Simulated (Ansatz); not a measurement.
WS₂ under strain: Electric field gradients

The cell is an entry of the Crystallography Open Database (COD), relaxed with PBE at fixed cell and then changed (z stretched by 3 %, ions relaxed).

```xyz
6
Lattice="3.1532 0.0000 0.0000 -1.5766 2.7308 0.0000 0.0000 0.0000 12.6927" Properties=species:S:1:pos:R:3 pbc="T T T"
W     0.0000    1.8205    3.1732
W     1.5766    0.9103    9.5195
S     0.0000    1.8205    7.9406
S     1.5766    0.9103    1.5943
S     0.0000    1.8205   11.0984
S     1.5766    0.9103    4.7521
```

Atom numbers follow the list; atoms alike are taken as one site, whose name carries the number of the first.

Computed with Ansatz: DFT, PBE, plane waves and PAW, scalar-relativistic, collinear spin, 420 eV cutoff, Γ-centred 16×16×4 k-points, Fermi–Dirac smearing 0.02 eV. Start moments as typed (μB): 2 on each W, none on the rest.

C_Q = eQV_zz/h, which is 24.18 MHz for Q = 1 b and V_zz = 10²¹ V/m²; η = (V_xx − V_yy)/V_zz.

³³S: I = 3/2, Q = -69.40 mb. Nuclear quadrupole moments: year-2017 set (Pyykkö).

```tsv
site	atoms (order as listed)	first shell	V_zz (10²¹ V/m²)	η	C_Q (MHz)
W	1, 2	6 S at 2.41 Å	-16.74	0.00	–
S	3, 4, 5, 6	3 W at 2.41 Å; also 7 S at 3.15–3.16 Å	-4.34	0.00	7.29
```

An axis of threefold or higher order runs through W and S, so V_zz lies along it and η is zero.

W has no stable isotope with a ground-state quadrupole moment in the table, so no C_Q is given.

Without spin–orbit coupling the gradients at and beside W can be off by some per cent, at some sites by more. The start moments die out, and the run ends without spin.

The relaxation (4 steps) took 2 min of wall time (1.9 min of CPU time) and 0.88 GiB at its peak, on 1 thread of Intel Xeon Platinum 8488C (Sapphire Rapids) (x86_64; 16 cores open to the job, memory cap 3.0 GiB, no GPU), a shared host with a load of 0.6 a core.
